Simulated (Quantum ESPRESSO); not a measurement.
ZnS (changed cell): magnetic shieldings

```
ZnS
1.0
    3.80580     0.00000     0.00000
   -1.90290     3.29592     0.00000
    0.00000     0.00000     6.23798
Zn S
2 2
Direct
  0.33333   0.66667   0.99373
  0.66667   0.33333   0.49373
  0.33333   0.66667   0.37486
  0.66667   0.33333   0.87486
```
The cell was made here from a computed Materials Project entry: Zn1 and its equivalents moved by 0.04 Å along (0.00, 0.00, -1.00), space group kept. The parent is ZnS in P6₃mc. Stability against distortions was not tested.

Shieldings are absolute and leave out the bulk-susceptibility term; a larger σ means a smaller chemical shift. In our sweeps, cutoffs and meshes of this size left a few ppm, and up to some 20 ppm on atoms from Zn on. No d partial waves on S: the paramagnetic term there is incompletely reconstructed.

Task: What do the calculations give at each independent site (shieldings by PBE GIPAW (a modified build of Quantum ESPRESSO, JTH PAW datasets), 20 Ha, k-mesh 8×8×4 shifted, f-sum rule met within 0.004 %)?

Result: 
| site | site symmetry | σ_iso (ppm) |
|---|---|---|
| Zn (atoms 1, 2) | 3m | 1221 |
| S (atoms 3, 4) | 3m | 643 |
